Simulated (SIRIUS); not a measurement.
A self-consistent single point of SiC (P6_3mc, 12 atoms in the cell; from Materials Project mp-7631) with SIRIUS.

Level of theory: PBE, GBRV PBE ultrasoft pseudopotentials (plane waves; SIRIUS 7.12.0).

```xyz
12
Lattice="3.0766 0.0000 0.0000 -1.5383 2.6644 0.0000 0.0000 0.0000 15.0981" Properties=species:S:1:pos:R:3 pbc="T T T"
Si     0.0000     1.7763    12.5765
Si     1.5383     0.8881     5.0275
Si     1.5383     0.8881    10.0629
Si     0.0000     1.7763     2.5138
Si     0.0000     0.0000     7.5450
Si     0.0000     0.0000    15.0940
C      0.0000     0.0000    13.2013
C      0.0000     0.0000     5.6523
C      0.0000     1.7763    10.6894
C      1.5383     0.8881     3.1404
C      1.5383     0.8881     8.1759
C      0.0000     1.7763     0.6269
```

Reference input (self-consistent single point, DFT, LDA (PW92), plane waves, GBRV LDA ultrasoft pseudopotentials): parameters.ngridk = 6 6 2; parameters.xc_functionals = [XC_LDA_X, XC_LDA_C_PW]; parameters.gk_cutoff = 6.325 1/bohr; parameters.pw_cutoff = 14.143 1/bohr; parameters.smearing = gaussian; parameters.smearing_width = 0.0001 Ha; potentials = GBRV LDA ultrasoft pseudopotentials; parameters.electronic_structure_method = pseudopotential; parameters.num_bands = 29; parameters.num_mag_dims = 0; parameters.num_dft_iter = 100; parameters.energy_tol = 1e-07 Ha. This run's input differs from it in these lines:

```diff
@@ -13,3 +13,3 @@
     "electronic_structure_method": "pseudopotential",
-    "xc_functionals": ["XC_LDA_X", "XC_LDA_C_PW"],
+    "xc_functionals": ["XC_GGA_X_PBE", "XC_GGA_C_PBE"],
     "gk_cutoff": 6.325,
@@ -39,4 +39,4 @@
     "atom_files": {
-      "Si": "si_lda_v1.uspp.F.UPF.json",
-      "C": "c_lda_v1.2.uspp.F.UPF.json"
+      "Si": "si_pbe_v1.uspp.F.UPF.json",
+      "C": "c_pbe_v1.2.uspp.F.UPF.json"
     },
```

The program printed (abridged):

```
[find] density tolerance         : 1e-06
[find] total energy tolerance    : 1e-07
[find] iter_solver_tol (initial) : 0.01
[find] iter_solver_tol (target)  : 1e-13
[find] num_dft_iter              : 100
Charges and magnetic moments
--------------------------------------------------------------------------------
total charge          : 48.000000
[find] | SCF iteration   0 out of 100|
[diagonalize] iterative solver tolerance (occupied, empty): 0.01 0.01
[diagonalize] average number of iterations: 2.21429
[find] Charges and magnetic moments
[find] total charge          : 48.000000
[find] Energy
   [... lines left out ...]

[find] Charges and magnetic moments
[find] total charge          : 48.000000
[find] Energy
[find] smearing (-TS)                 :       0.00000000
[find] Total energy                   :     -63.35180092 (Ha),    -126.70360184 (Ry)
[find] Free energy (E-TS)             :     -63.35180092 (Ha),    -126.70360184 (Ry)
[find] band gap (eV)                  :       2.03362021
[find] Efermi                         :       0.39345234
[find] iteration : 24, RMS (target) : 8.9948e-07 (1.0000e-06) , energy difference (target) : -1.5953e-10 (1.0000e-07)
[find] bands are converged : true
[find] iterative solver converged : false
[find] converged after 25 SCF iterations!
[find] Charges and magnetic moments
[find] total charge          : 48.000000
[find] Energy
[find] smearing (-TS)                 :       0.00000000
[find] Total energy                   :     -63.35180092 (Ha),    -126.70360184 (Ry)
[find] Free energy (E-TS)             :     -63.35180092 (Ha),    -126.70360184 (Ry)
[find] band gap (eV)                  :       2.03362021
[find] Efermi                         :       0.39345234
[ground_state] === stress tensor components [kbar] ===
[ground_state] === stress_total ===
[ground_state]   -36.895052   -0.000000   -0.000000
[ground_state]    -0.000000  -36.895054    0.000000
[ground_state]    -0.000000    0.000000  -34.416129
[ground_state] ==== total Forces in Ha/bohr =====
   [... lines left out ...]
[ground_state] atom:    7, force:       0.0000000      0.0000000      0.0000094
[ground_state] atom:    8, force:      -0.0000000     -0.0000000     -0.0000833
[ground_state] atom:    9, force:       0.0000000      0.0000000     -0.0000833
[ground_state] atom:   10, force:       0.0000000     -0.0000000     -0.0000898
[ground_state] atom:   11, force:       0.0000000      0.0000000     -0.0000898
```

The run converged in 25 iterations. SIRIUS prints the stress tensor with tension positive. Against the reference run the pressure goes from -4.26 to 3.61 GPa, the largest force moves little (0.008 to 0.006 eV/Å) and the gap on the mesh goes from 1.983 to 2.034 eV.

The structure comes from a collection of computed structures, made at another level of theory; the collection holds predicted forms beside known ones.

Cost on one core: roughly 60 core-seconds.

The gap that the log prints is read on the run's mesh, which can miss the band edges or a crossing.
